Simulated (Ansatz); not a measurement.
CuI:
```xyz
4
Lattice="4.0703 0.0000 0.0000 0.0000 4.0703 0.0000 0.0000 0.0000 6.4013" Properties=species:S:1:pos:R:3 pbc="T T T"
Cu     2.0351     2.0351     3.2007
Cu     0.0000     0.0000     3.2007
I      2.0351     0.0000     4.8879
I      0.0000     2.0351     1.5134
```

Relaxed with r²SCAN+D4.

Task: Give the Bader charges and basin volumes of the independent atoms, r²SCAN+D4 in the plane-wave PAW code Ansatz.

Result: 

```json
[
 {"atom": "Cu1", "Bader charge (e)": "+0.36", "Bader volume (Å³)": "14.5"},
 {"atom": "I3", "Bader charge (e)": "-0.36", "Bader volume (Å³)": "38.5"}
]
```

Space group P4/nmm. The start of the workflow was typed in or built on a structure type; the Crystallography Open Database copy checked does not list it. It is not the phase usual at ambient conditions (space group No. 216). The r²SCAN+D4 relaxation kept the symmetry of its start; its stability against distortions is not shown here. The workflow began spin-polarised and lost its moments. Spin–orbit coupling is left out wherever it is not named.

Potentials: the earlier of the program's two PAW sets.
